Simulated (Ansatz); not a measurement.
C:
Space group P6/mmm (No. 191); a = 9.4020 Å, b = 9.4020 Å, c = 3.6200 Å, α = 90.00°, β = 90.00°, γ = 120.00°

```csv
atom,site,symmetry,x,y,z
C,6j,m2m,0.0000,0.1515,0.0000
C,6j,m2m,0.0000,0.2991,0.0000
C,6j,m2m,0.0000,0.4292,0.0000
```

Relaxed at zero pressure with DFT-r²SCAN+D4 in the program Ansatz with PAW potentials.

Q: The volume is raised by 6 % and shape and atoms relax at that volume. What pressure results, and how do the axes share the change?

A: -0.6 GPa; a 0.1 %, b 0.1 %, c 5.8 %; the energy rises by 2 meV/atom.

Q: Give the new structure.

A: 
Space group P6/mmm (No. 191); a = 9.413 Å, b = 9.413 Å, c = 3.828 Å, α = 90.00°, β = 90.00°, γ = 120.00°

```
atom  site  symmetry       x       y       z
----  ----  --------  ------  ------  ------
C       6j       m2m  0.0000  0.1514  0.0000
C       6j       m2m  0.0000  0.2992  0.0000
C       6j       m2m  0.0000  0.4291  0.0000
```

The phase is kept; no other phase was compared at this pressure.

The start of the workflow was typed in or built on a structure type; the Crystallography Open Database copy checked does not list it. It is not the phase usual at ambient conditions (space group No. 194, 227). The cell was relaxed with r²SCAN+D4 under the symmetry of its start; whether a distortion lowers the energy is not shown.

Potentials: the later of the program's two PAW sets.
